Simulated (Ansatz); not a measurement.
The relaxed structure here is a generated cell of BiB: the first start was made by placing the elements on the sites of a structure type, and the end was not matched to a known phase here, so it may be hypothetical.

The start is a generated cell, BiB built in the 6H structure type. A full variable-cell relaxation at zero pressure is run with r2SCAN (plane waves to 500 eV, PAW, scalar-relativistic; Ansatz, an electronic-structure program).

Ansatz input:
Ansatz 0.2 input:
```yaml
crystal:
  lattice:
    - [3.968889, 0, 0]
    - [-1.9844445, 3.4371587, 0]
    - [0, 0, 19.47517]
  atoms:
    - { symbol: B, position: [0, 0, 0] }
    - { symbol: B, position: [0, 0, 0.5] }
    - { symbol: B, position: [0.66666667, 0.33333333, 0.83325] }
    - { symbol: B, position: [0.33333333, 0.66666667, 0.33325] }
    - { symbol: B, position: [0.66666667, 0.33333333, 0.1665] }
    - { symbol: B, position: [0.33333333, 0.66666667, 0.6665] }
    - { symbol: Bi, position: [0, 0, 0.8746] }
    - { symbol: Bi, position: [0, 0, 0.3746] }
    - { symbol: Bi, position: [0.66666667, 0.33333333, 0.70785] }
    - { symbol: Bi, position: [0.33333333, 0.66666667, 0.20785] }
    - { symbol: Bi, position: [0.66666667, 0.33333333, 0.0415] }
    - { symbol: Bi, position: [0.33333333, 0.66666667, 0.5415] }
basis: { ecutwfc: 500, ecutrho_ratio: 4, xc_grid: 4, fft_grid_basis: typed }
kpoints: { mp_grid: { grid: [8, 8, 2] } }
hamiltonian:
  xc: r2scan
  dispersion: none
  pseudopotentials: { kind: paw }
scf: { occupations: { method: fermi_dirac, width: 0.05 } }
relax: { f_tol: 0.01, max_steps: 100, cell: { stress_tol: 0.02 } }
output: { forces: true, stress: true }
```

Question: Which atoms feel the largest initial force, and how large is it?

Answer: 0.12 eV/Å, on B3, B4 (atoms numbered as listed).

Question: How much energy is released per atom?

Answer: 24 meV/atom.

Question: How does the volume change?

Answer: -6.7 %, from 22.14 to 20.65 Å³/atom.

Question: How do the shortest distances between atoms change?

Answer: The closest pairs of elements (up to four, under 3.6 Å), start → end: B–Bi 2.43 → 2.37 Å.

Question: What band gap does the relaxed structure have at this level?

Answer: 0.40 eV, direct at Γ (no spin-orbit coupling).

Question: What does it relax into? Give the structure.

Answer: 
Space group P6₃mc (No. 186); a = b = 3.876 Å, c = 19.049 Å, α = β = 90.00°, γ = 120.00°

```
atom  site  symmetry       x       y       z
----  ----  --------  ------  ------  ------
B       2a       3m.  0.0000  0.0000  0.0003
B       2b       3m.  0.3333  0.6667  0.3326
B       2b       3m.  0.6667  0.3333  0.1665
Bi      2a       3m.  0.0000  0.0000  0.3745
Bi      2b       3m.  0.3333  0.6667  0.2081
Bi      2b       3m.  0.6667  0.3333  0.0418
```

The space group stays P6₃mc (No. 186) (the run could not lower it); the end is AFLOW prototype AB_hP12_186_a2b_a2b (B6, as in SiC), with 12 atoms in the primitive cell. No spin polarisation in the result. Spin-orbit coupling is missing; with elements this heavy it can move band edges by tenths of an eV or more.

The run could not lose the symmetry of its start, so the end can be a saddle point.
